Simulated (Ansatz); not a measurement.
InF3:
```cif
data_F18In6
_chemical_formula_sum 'In6 F18'
_space_group_name_H-M_alt 'R-3c :H'
_space_group_IT_number 167
_space_group_name_Hall '-R 3 2"c'
_cell_length_a 5.29962
_cell_length_b 5.29962
_cell_length_c 14.60395
_cell_angle_alpha 90.000
_cell_angle_beta 90.000
_cell_angle_gamma 120.000
loop_
_atom_site_label
_atom_site_type_symbol
_atom_site_symmetry_multiplicity
_atom_site_Wyckoff_symbol
_atom_site_fract_x
_atom_site_fract_y
_atom_site_fract_z
_atom_site_occupancy
In1 In 6 b 0.00000 0.00000 0.00000 1
F1 F 18 e 0.36716 0.36716 0.25000 1
```
(The calculation used a cell of 8 atoms; values per cell refer to that cell.)

Relaxed with r²SCAN.

**Question.** Which orbitals make up the states near the band edges in r²SCAN (plane waves, PAW; program Ansatz)?

**Answer.** Top 1 eV of the valence band: F 2p 97 %. Bottom 1 eV of the conduction band: In 5s 66 %, F 2s 13 %, F 2p 11 %, In 5p 9 %. Projections are on Löwdin-orthogonalised atomic valence shells; empty p or d shells of many metals are not among them.

**Question.** Tabulate the density of states.

**Answer.** States/eV per cell of 8 atoms, in 0.25 eV bins, energy from the valence-band maximum.

```tsv
E (eV)	total	F 2p	In 5s	In 5p
-7.85	0.00	0.00	0.00	0.00
-7.60	0.00	0.00	0.00	0.00
-7.35	0.00	0.00	0.00	0.00
-7.10	0.00	0.00	0.00	0.00
-6.85	0.00	0.00	0.00	0.00
-6.60	0.00	0.00	0.00	0.00
-6.35	0.00	0.00	0.00	0.00
-6.10	0.00	0.00	0.00	0.00
-5.85	0.00	0.00	0.00	0.00
-5.60	0.00	0.00	0.00	0.00
-5.35	0.00	0.00	0.00	0.00
-5.10	0.00	0.00	0.00	0.00
-4.85	0.53	0.38	0.14	0.00
-4.60	1.22	0.89	0.31	0.01
-4.35	1.67	1.23	0.39	0.02
-4.10	2.23	1.65	0.48	0.03
-3.85	3.04	2.25	0.61	0.05
-3.60	2.95	2.25	0.51	0.08
-3.35	2.34	1.84	0.32	0.10
-3.10	1.70	1.39	0.15	0.12
-2.85	1.54	1.32	0.02	0.17
-2.60	6.24	5.45	0.04	0.64
-2.35	4.78	4.16	0.05	0.43
-2.10	4.43	3.84	0.04	0.35
-1.85	3.47	3.03	0.04	0.23
-1.60	3.17	2.84	0.01	0.18
-1.35	16.05	14.72	0.05	0.79
-1.10	9.33	8.68	0.07	0.31
-0.85	12.34	11.93	0.04	0.10
-0.60	16.19	15.85	0.01	0.05
-0.35	29.72	29.06	0.01	0.06
-0.10	21.06	20.41	0.00	0.03
0.15	0.00	0.00	0.00	0.00
0.40	0.00	0.00	0.00	0.00
0.65	0.00	0.00	0.00	0.00
0.90	0.00	0.00	0.00	0.00
1.15	0.00	0.00	0.00	0.00
1.40	0.00	0.00	0.00	0.00
1.65	0.00	0.00	0.00	0.00
1.90	0.00	0.00	0.00	0.00
2.15	0.00	0.00	0.00	0.00
2.40	0.00	0.00	0.00	0.00
2.65	0.00	0.00	0.00	0.00
2.90	0.00	0.00	0.00	0.00
3.15	0.00	0.00	0.00	0.00
3.40	0.00	0.00	0.00	0.00
3.65	0.00	0.00	0.00	0.00
3.90	0.00	0.00	0.00	0.00
4.15	0.00	0.00	0.00	0.00
4.40	0.00	0.00	0.00	0.00
4.65	0.00	0.00	0.00	0.00
4.90	0.00	0.00	0.00	0.00
5.15	0.02	0.00	0.02	0.00
5.40	0.15	0.01	0.11	0.01
5.65	0.24	0.03	0.16	0.02
5.90	0.32	0.04	0.20	0.03
6.15	0.40	0.05	0.25	0.05
6.40	0.48	0.07	0.29	0.06
6.65	0.58	0.09	0.34	0.08
6.90	0.69	0.11	0.40	0.10
7.15	0.82	0.14	0.48	0.11
7.40	1.04	0.19	0.61	0.14
7.65	1.45	0.28	0.87	0.17
7.90	1.44	0.28	0.87	0.15
8.15	1.00	0.20	0.58	0.13
8.40	1.68	0.34	0.97	0.23
8.65	1.26	0.26	0.73	0.17
8.90	1.18	0.25	0.70	0.15
9.15	1.09	0.24	0.65	0.13
9.40	0.86	0.19	0.52	0.10
9.65	0.54	0.12	0.32	0.07
9.90	0.34	0.08	0.20	0.05
```

The workflow started from a Materials Project entry (that database holds measured and hypothetical structures alike); the Crystallography Open Database files this formula in space group No. 167, but the cells were not matched. Whether it is the stable phase at ambient conditions was not checked. The r²SCAN relaxation kept the symmetry of its start; whether a distortion lowers the energy is not shown. Spin–orbit coupling is left out wherever it is not named.

Potentials: the earlier of the program's two PAW sets.
